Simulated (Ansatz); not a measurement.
Level of theory: DFT PBE, scalar-relativistic, plane waves, PAW (Ansatz 0.2.0). All cells share a 420 eV cutoff and Γ-centred k meshes spaced at most about 0.3 Å⁻¹ (about 0.25 or finer for metals, 2π included). No spin polarisation in the final relaxations.

Temperature and zero-point effects are left out.

Compare these two cells of GaRe2Sb3, each relaxed at this level.

A.

```cif
data_structure
_symmetry_space_group_name_H-M 'P-4m2'
_symmetry_Int_Tables_number 115
_cell_length_a 3.9651
_cell_length_b 3.9651
_cell_length_c 7.5116
_cell_angle_alpha 90.000
_cell_angle_beta 90.000
_cell_angle_gamma 90.000
_cell_volume 118.10
loop_
_atom_site_label
_atom_site_type_symbol
_atom_site_symmetry_multiplicity
_atom_site_Wyckoff_symbol
_atom_site_fract_x
_atom_site_fract_y
_atom_site_fract_z
_atom_site_occupancy
Ga1 Ga 1 b 0.50000 0.50000 0.00000 1
Re1 Re 2 g 0.50000 0.00000 0.75351 1
Sb1 Sb 2 g 0.50000 0.00000 0.37287 1
Sb2 Sb 1 a 0.00000 0.00000 0.00000 1
```

B.

```cif
data_structure
_symmetry_space_group_name_H-M 'P6/mmm'
_symmetry_Int_Tables_number 191
_cell_length_a 7.4868
_cell_length_b 7.4868
_cell_length_c 3.1882
_cell_angle_alpha 90.000
_cell_angle_beta 90.000
_cell_angle_gamma 120.000
_cell_volume 154.76
loop_
_atom_site_label
_atom_site_type_symbol
_atom_site_symmetry_multiplicity
_atom_site_Wyckoff_symbol
_atom_site_fract_x
_atom_site_fract_y
_atom_site_fract_z
_atom_site_occupancy
Ga1 Ga 1 a 0.00000 0.00000 0.00000 1
Re1 Re 2 c 0.33333 0.66667 0.00000 1
Sb1 Sb 3 g 0.50000 0.00000 0.50000 1
```

Question: Which would you expect to be lower, and how large is the difference?

Answer: A is lower, by 0.38 eV/atom. A has space group P-4m2 (No. 115), 19.7 Å³/atom and no gap on its mesh; B has space group P6/mmm (No. 191), 25.8 Å³/atom and no gap. Counting Sb atoms around Ga and Re (those within 1.25 times the shortest such distance or 1.15 times the sum of covalent radii; a plus sign parts nearer from farther groups; the shortest distance is added where it is long for a bond), A has Ga 4+4, Re 7 and B has Ga 12 from 4.1 Å, Re 6. The denser one is the lower, and pressure would at first widen the difference. Even the lower one lies +0.42 eV/atom against the reference forms of the elements (uncorrected), so neither is stable at this level. Both come from invented guesses.

These runs have no spin–orbit coupling, which can matter for Re and Sb. Cells relaxed within their symmetry can be saddle points.
